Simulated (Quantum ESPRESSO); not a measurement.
## Ge6BN (a curve over strain)

A calculation, not a measurement. The program is pw.x of Quantum ESPRESSO 7.5 (plane-wave density functional theory). The cell is made up: 8 atoms on a zincblende/diamond lattice, with randomly drawn elements, strain and displacements, not relaxed. PseudoDojo standard norm-conserving files (v0.5 for PBE, v0.4.1 for LDA and PBEsol) set the functional; there is no spin polarisation, spin-orbit coupling or dispersion term, and the masses in the input are unused placeholders.

Seven runs add a strain to one cell (the same linear strain along x, y and z); the atoms follow the cell and are not relaxed. Stress in the table is positive in tension.

Input of the run at -0.0008:

```
&control calculation='scf', pseudo_dir='./dojo.nc.sr.pbe.v0_5.standard.upf', outdir='./o', disk_io='low', tprnfor=.true., tstress=.true. /
&system ibrav=0, nat=8, ntyp=3, nbnd=56, ecutwfc=84.00895049, nosym=.true., tot_charge=0,
 occupations='smearing', smearing='fd', degauss=0.0073498644
/
&electrons conv_thr=7.350e-09, electron_maxstep=60, /
ATOMIC_SPECIES
B 1.0 B.upf
Ge 1.0 Ge.upf
N 1.0 N.upf
CELL_PARAMETERS angstrom
5.749 0.0134 0.0213
0.0134 5.7247 -0.0229
0.0213 -0.0229 5.7769
ATOMIC_POSITIONS angstrom
Ge -0.0282 0.061 -0.0531
Ge -0.0102 2.7665 2.854
Ge 2.9786 -0.028 2.9162
B 2.8344 2.8479 -0.108
Ge 1.4564 1.4341 1.5604
N 1.4401 4.3135 4.3363
Ge 4.3165 1.4034 4.3613
Ge 4.4199 4.2305 1.4164
K_POINTS automatic
6 6 6 1 1 1
```

```
added strain  free energy less that of the input shown (eV)  stress xx (GPa)  stress yy (GPa)  stress zz (GPa)  stress xy (GPa)  pressure (GPa)  iterations
     -0.0239                                        -0.5690             6.00             5.64             5.78             1.87           -5.81          11
     -0.0167                                        -0.4154             6.84             6.50             6.63             1.67           -6.66          11
     -0.0008                                         0.0000             8.32             8.02             8.13             1.26           -8.16          11
     +0.0115                                         0.3817             9.17             8.89             8.98             1.00           -9.01          12
     +0.0170                                         0.5663             9.48             9.21             9.30             0.89           -9.33          12
     +0.0209                                         0.7023             9.67             9.41             9.49             0.82           -9.52          12
```

Question: one run is left out of the table, at -0.0061. Estimate its stress xx (GPa).

Answer: 7.88. The whole row:

| added strain | free energy less that of the input shown (eV) | stress xx (GPa) | stress yy (GPa) | stress zz (GPa) | stress xy (GPa) | pressure (GPa) | iterations |
| --- | --- | --- | --- | --- | --- | --- | --- |
| -0.0061 | -0.1493 | 7.88 | 7.56 | 7.68 | 1.39 | -7.71 | 11 |

A cubic fit gives a slope of stress xx against the added strain of 77 GPa at zero added strain, with the atoms clamped. Across the table the free energy follows the integral of the stress to within 1.3 meV. A rerun of one of the cells at 1437 eV and a 8 x 8 x 8 mesh moved values by no more than 0.005 eV in energy, 0.02 GPa in stress and 0.007 eV/Å in force.